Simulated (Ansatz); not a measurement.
Theory: DFT PBE, scalar-relativistic, plane waves, PAW in Ansatz 0.2.0. All cells share a 420 eV cutoff and Γ-centred k meshes spaced at most about 0.3 Å⁻¹ (about 0.25 or finer for metals, 2π included). No spin polarisation in the final relaxations.

These are static total energies at zero pressure.

Two relaxed structures of In4P:

A.

Space group Pm-3m (No. 221). a = 5.282 Å, b = 5.282 Å, c = 5.282 Å, α = 90.00°, β = 90.00°, γ = 90.00°
```json
{"atom": "In", "site": "1a", "symmetry": "m-3m", "x": "0.0000", "y": "0.0000", "z": "0.0000"}
{"atom": "In", "site": "3c", "symmetry": "4/mm.m", "x": "0.5000", "y": "0.5000", "z": "0.0000"}
{"atom": "P", "site": "1b", "symmetry": "m-3m", "x": "0.5000", "y": "0.5000", "z": "0.5000"}
```

B.

Space group Im-3m (No. 229). a = 6.598 Å, b = 6.598 Å, c = 6.598 Å, α = 90.00°, β = 90.00°, γ = 90.00°
| atom | site | symmetry | x | y | z |
| --- | --- | --- | --- | --- | --- |
| In | 8c | .-3m | 0.2500 | 0.2500 | 0.7500 |
| P | 2a | m-3m | 0.0000 | 0.0000 | 0.0000 |

Question: Which would you expect to be lower, and how large is the difference?

Answer: B is lower, by 43 meV/atom. A has space group Pm-3m (No. 221), 29.5 Å³/atom and no gap on its mesh; B has space group Im-3m (No. 229), 28.7 Å³/atom and no gap. Counting In atoms around P (those within 1.25 times the shortest such distance or 1.15 times the sum of covalent radii, 1.27 where that leaves under three), A has P 6 and B has P 8. Even the lower one lies +0.22 eV/atom against the reference forms of the elements (uncorrected), so neither is stable at this level. In A, In on a site of symmetry m-3m is surrounded by 12 In at 3.74 Å; In on a site of symmetry 4/mmm is surrounded by 2 P at 2.64 Å and 12 In at 3.74 Å; around P lie 6 In at 2.64 Å. In B, around In lie 2 P at 2.86 Å and 6 In at 3.30 Å; P has 8 In at 2.86 Å. Both come from invented guesses.

A magnetic state wasn't ruled out in cells without spin, among them Pm-3m, Im-3m. Cells relaxed within their symmetry can be saddle points.
